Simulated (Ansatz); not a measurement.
Task: Each is relaxed and computed with DFT-HSE06 in the program Ansatz with PAW potentials. Which alone has a direct gap?
A) VN, zinc blende
B) AlN, P6_3mc (Al on 2a, Al on 2b, N on 2a, N on 2b)
C) BN, rock salt
D) GaN, rock salt

Result: A, VN, zinc blende. VN: gap 0.13 eV (direct); BN: gap 2.36 eV (indirect); AlN: gap 5.31 eV (indirect); GaN: gap 1.94 eV (indirect). Spin orders computed, not proven ground states: VN, zinc blende ferromagnetic. Constructed cells (a structure type filled with these elements, in neither database checked): BN, rock salt. Not the usual ambient phase: VN, zinc blende; BN, rock salt; AlN, P6_3mc (Al on 2a, Al on 2b, N on 2a, N on 2b); GaN, rock salt. All cells were relaxed under the symmetry of their starts (and spin orders); stability against distortions was not tested throughout. Scalar-relativistic: spin–orbit coupling is off unless named, which matters more the heavier the elements.

Potentials: the later of the program's two PAW sets.
